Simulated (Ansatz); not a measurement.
Relaxed Au (fcc, Cu type):

```
CELL_PARAMETERS angstrom
      4.08345     0.00000     0.00000
      0.00000     4.08345     0.00000
      0.00000     0.00000     4.08345
ATOMIC_POSITIONS crystal
  Au 0.00000 0.00000 0.00000
  Au 0.50000 0.50000 0.00000
  Au 0.50000 0.00000 0.50000
  Au 0.00000 0.50000 0.50000
```

In this cell atom 3 (Au, nearest neighbour Au at 2.887 Å; its periodic images, 4.1 Å or more away, move with it) is moved by s along Cartesian x, unit vector (1.000, 0.000, 0.000); all other atoms and the cell stay fixed.

All values below come from PBEsol (plane waves to 420 eV, PAW, scalar-relativistic; Ansatz, a program for electronic structure). k mesh 9×9×9 (Γ-centred), Fermi-Dirac smearing 0.05 eV. E stands for the smeared free energy. With partly filled bands, energies and forces of such displacements shift with the k mesh and the smearing. Au was relaxed with its symmetry unable to fall. Spin-orbit coupling is left out, though Au is heavy. The zero of ΔE is the undisplaced structure.

Task: Estimate the ΔE (meV/cell) for s (Å) = -0.116, -0.058, 0.058, 0.116, 0.174, 0.232.

Result: 
```json
[
 {"s (Å)": "-0.116", "ΔE (meV/cell)": "45"},
 {"s (Å)": "-0.058", "ΔE (meV/cell)": "11"},
 {"s (Å)": "0.058", "ΔE (meV/cell)": "11"},
 {"s (Å)": "0.116", "ΔE (meV/cell)": "45"},
 {"s (Å)": "0.174", "ΔE (meV/cell)": "103"},
 {"s (Å)": "0.232", "ΔE (meV/cell)": "186"}
]
```

(A displaced cell: forces are minus the slopes of the energy, force constants its curvatures, and phonons follow from these.)
